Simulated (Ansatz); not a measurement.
**GdB in the rocksalt structure**

The computed numbers are results of PBE+U (U_eff = 6 eV on Gd 4f), scalar-relativistic (collinear spin) in the plane-wave PAW code Ansatz at 420 eV, 10×10×10 k-mesh, Gaussian smearing of 0.05 eV; PAW files: Ansatz's generated set soft_2.

```
Gd B
1.0
     0.00000    2.71004    2.71004
     2.71004    0.00000    2.71004
     2.71004    2.71004    0.00000
Gd B
1 1
Direct
  0.50000 0.50000 0.50000
  0.00000 0.00000 0.00000
```

The cell came from substitution into a structure type; no database entry of this phase was matched, which doesn't show that none exists.

The geometry is fixed. Moments are started on Gd in several ways. q is the propagation vector of an order in a doubled cell, in units of this cell's reciprocal vectors; doubled cells take an equivalent mesh or are counted from a ferromagnetic run in the same cell, unless said otherwise. Energies count from the first row, the state in which the cell was relaxed.

Rank the starts by the energy at which they end, lowest first (meV/atom from the last run of the relaxation).
A. antiparallel, q = (0, 0, 1/2)
B. no spin polarisation
C. antiparallel, q = (0, 1/2, 1/2)
D. ferromagnetic

D (0.0), C (2.8), A (30.1), B (5443.6).

| start | largest typed moment (μB) | ΔE (meV/atom) | gap on the mesh (eV) | P (GPa) | final spin moments (μB) |
| --- | --- | --- | --- | --- | --- |
| ferromagnetic | 7.86* | 0.0 | metal | 0.0 | Gd 7.14; B 0.37 |
| no spin polarisation | 0.00 | 5443.6 | metal | -3.5 | none |
| antiparallel, q = (0, 0, 1/2) | 7.00* | 30.1 | metal | 0.3 | Gd 7.04, -7.04 |
| antiparallel, q = (0, 1/2, 1/2) | 7.00* | 2.8 | metal | 0.5 | Gd 7.14, -7.14; B -0.17, 0.17 |

A star marks runs that didn't start from the typed moments alone: they went on from the state of an earlier run.

The next distinct energy lies only 2.8 meV/atom above the lowest at one geometry; relaxing each state, or a finer mesh, could change the order.

The program noted a lower state or an instability beside: antiparallel, q = (0, 0, 1/2). The lower rows of the table may be what it saw.

The moments on the other atoms differ between rows, so the energies hold more than the order of the magnetic atoms.

The row without spin polarisation prices the pairing of the open shell's electrons, in one of several fillings that the shell can take under U, not a magnetic ordering energy.

Only orders that fit these small cells were tried, so the real crystal's order may be another.

These numbers lack spin–orbit coupling. Site moments are of spin, integrated over atomic spheres.
